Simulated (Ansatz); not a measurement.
ZrB₂:
```
ZrB2
1.0
    3.16719     0.00000     0.00000
   -1.58360     2.74287     0.00000
    0.00000     0.00000     3.55159
Zr B
1 2
Direct
  0.00000   0.00000   0.00000
  0.33333   0.66667   0.50000
  0.66667   0.33333   0.50000
```

Relaxed with r²SCAN. Special points in fractions of this cell's reciprocal vectors: Γ (0.000, 0.000, 0.000); M (0.500, 0.000, 0.000); K (0.333, 0.333, 0.000); A (0.000, 0.000, 0.500); L (0.500, 0.000, 0.500); H (0.333, 0.333, 0.500).

Q: List the band energies nearest the Fermi level at these points for plane-wave PAW r²SCAN with spin–orbit coupling (Ansatz code).

A: In eV from the Fermi level; about four levels below and three above (degenerate sets whole), none deeper than 8.9 eV; points with the same levels are listed once.

```tsv
k	below	above
Γ	-2.59 -2.59 -2.56 -2.56	3.65 3.65 3.72 3.72
M	-3.19 -3.19 -2.69 -2.69	2.36 2.36 2.52 2.52
K	-2.55 -2.55 -2.53 -2.53	1.66 1.66 1.71 1.71
A	-0.93 -0.93 -0.93 -0.93	0.49 0.49 0.52 0.52
L	-4.28 -4.28 -2.17 -2.17	3.97 3.97 4.30 4.30
H	-2.87 -2.87 -2.76 -2.76	4.33 4.33 6.27 6.27
```

Space group P6/mmm. The r²SCAN relaxation kept the symmetry of its start; of distortions, only those at the zone centre were tested. The run is not spin-polarised.

Potentials: the later of the program's two PAW sets.
